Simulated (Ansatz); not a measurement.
Values for one crystal, relaxed and computed with the program Ansatz at the LDA level (PAW); other levels are named.

```yaml
volume_per_atom: 16.59 Å³
electronic_character: metallic (no gap)
hill_bulk_and_shear_moduli: 192 and 30.5 GPa
Pressure derivative B′: 5.8
zone_centre_stability: no imaginary mode at Γ
highest_zone_centre_frequency: 156 cm⁻¹
Young's modulus: 86.8 GPa
```

Pick the material that matches.
A. Zr, hcp (Mg type)
B. Hf, hcp (Mg type)
C. Ru, hcp (Mg type)
D. Au, hcp (Mg type)

D, Au, hcp (Mg type)

Space group P6_3/mmc (hcp (Mg type)). The workflow started from an entry of the Crystallography Open Database (COD), which files this formula under 2 space groups. It is not the phase usual at ambient conditions (space group No. 225). The LDA relaxation kept the symmetry of its start. As this level gives no gap, shear constants depend on the k-mesh and smearing (Fermi–Dirac, 0.1 eV here). As this level gives no gap, phonon frequencies hold no LO–TO term and depend on the k-mesh and smearing (Fermi–Dirac, 0.1 eV here). On the denser mesh and wider smearing of the elastic run this cell carries a stress of 0.8 GPa. Spin–orbit coupling is left out wherever it is not named.

Potentials: the earlier of the program's two PAW sets.
